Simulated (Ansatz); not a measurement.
Theory: DFT PBE, scalar-relativistic, plane waves, PAW in Ansatz. All cells share a 420 eV cutoff and Γ-centred k meshes spaced at most about 0.3 Å⁻¹ (about 0.25 or finer for metals, 2π included). No spin polarisation in the final relaxations.

Temperature and zero-point effects are left out. All come from trial cells, and lower structures may exist.

**Question.** These unrelaxed guesses for Mo3Ru are each relaxed within their symmetry. Order them by the energy at which they end, lowest first.
A.

```
CELL_PARAMETERS angstrom
3.23711 0.00000 0.00000
-1.61856 2.80342 0.00000
0.00000 0.00000 7.42050
ATOMIC_POSITIONS crystal
Mo 0.33333 0.66667 0.75000
Mo 0.33333 0.66667 0.25000
Mo 0.66667 0.33333 0.00000
Ru 0.66667 0.33333 0.50000
```

B.

```
CELL_PARAMETERS angstrom
0.00000 3.22911 3.22911
3.22911 0.00000 3.22911
3.22911 3.22911 0.00000
ATOMIC_POSITIONS crystal
Mo 0.75000 0.75000 0.75000
Mo 0.50000 0.50000 0.50000
Mo 0.25000 0.25000 0.25000
Ru 0.00000 0.00000 0.00000
```

**Answer.** B (ends in Fm-3m, BiF3 (D0_3) type, 0 meV/atom), A (ends in P-6m2, 73 meV/atom). Even the lowest end lies +0.17 eV/atom against the elements.

Cells relaxed within their symmetry can be saddle points. Some candidate types were left out of the draw beforehand, so a known form may be missing.
